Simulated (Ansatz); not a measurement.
BPt (NiAs type, P6_3/mmc), a = b = 3.7116 Å, c = 3.6881 Å, α = β = 90.00°, γ = 120.00°.

Relaxed with r²SCAN.

Q: Which orbitals make up the states near the Fermi level in r²SCAN (plane waves, PAW; program Ansatz)?

A: Within 0.5 eV of the Fermi level: Pt 5d 58 %, B 2p 29 %, Pt 6s 5 %, B 2s 5 %. Projections are on Löwdin-orthogonalised atomic valence shells; empty p or d shells of many metals are not among them.

Q: Tabulate the density of states.

A: States/eV per cell of 4 atoms, in 0.25 eV bins, energy from the Fermi level.

```csv
E (eV),total,Pt 5d,B 2p,Pt 6s
-7.85,2.04,0.86,0.85,0.19
-7.60,2.28,1.12,0.86,0.17
-7.35,2.29,1.29,0.76,0.14
-7.10,2.32,1.39,0.73,0.13
-6.85,2.74,1.77,0.78,0.13
-6.60,2.56,1.72,0.69,0.10
-6.35,3.60,2.65,0.76,0.11
-6.10,3.34,2.53,0.63,0.08
-5.85,4.31,3.19,0.95,0.06
-5.60,4.51,3.27,1.09,0.06
-5.35,2.39,1.84,0.46,0.03
-5.10,1.86,1.48,0.31,0.03
-4.85,2.20,1.88,0.24,0.03
-4.60,3.43,3.07,0.24,0.06
-4.35,4.49,3.98,0.39,0.06
-4.10,4.24,3.58,0.51,0.06
-3.85,3.47,2.87,0.43,0.05
-3.60,3.10,2.53,0.40,0.05
-3.35,4.05,3.49,0.24,0.12
-3.10,5.29,4.63,0.36,0.13
-2.85,4.24,3.66,0.32,0.11
-2.60,2.75,2.28,0.28,0.05
-2.35,2.18,1.77,0.27,0.03
-2.10,2.12,1.76,0.25,0.02
-1.85,2.00,1.74,0.18,0.02
-1.60,0.54,0.39,0.10,0.01
-1.35,0.42,0.29,0.10,0.01
-1.10,0.68,0.53,0.10,0.00
-0.85,0.47,0.35,0.07,0.00
-0.60,0.94,0.61,0.22,0.03
-0.35,3.69,2.33,1.01,0.19
-0.10,2.28,1.37,0.64,0.11
0.15,1.35,0.69,0.42,0.08
0.40,1.14,0.53,0.39,0.07
0.65,1.03,0.45,0.38,0.06
0.90,1.00,0.41,0.39,0.07
1.15,1.17,0.46,0.43,0.13
1.40,1.46,0.55,0.57,0.17
1.65,1.56,0.54,0.67,0.17
1.90,1.85,0.58,0.86,0.20
2.15,1.39,0.41,0.64,0.16
2.40,1.18,0.32,0.54,0.15
2.65,0.97,0.25,0.44,0.12
2.90,0.78,0.21,0.40,0.05
3.15,0.75,0.20,0.42,0.04
3.40,0.73,0.17,0.41,0.05
3.65,1.08,0.22,0.55,0.12
3.90,1.11,0.21,0.49,0.18
4.15,0.98,0.17,0.42,0.18
4.40,0.98,0.15,0.37,0.20
4.65,1.12,0.16,0.36,0.24
```

The workflow started from an entry of the Crystallography Open Database (COD). Whether it is the stable phase at ambient conditions was not checked. The cell was relaxed with r²SCAN under the symmetry of its start; its stability against distortions is not shown here. The run is not spin-polarised. Spin–orbit coupling is left out wherever it is not named.

Potentials: the later of the program's two PAW sets.
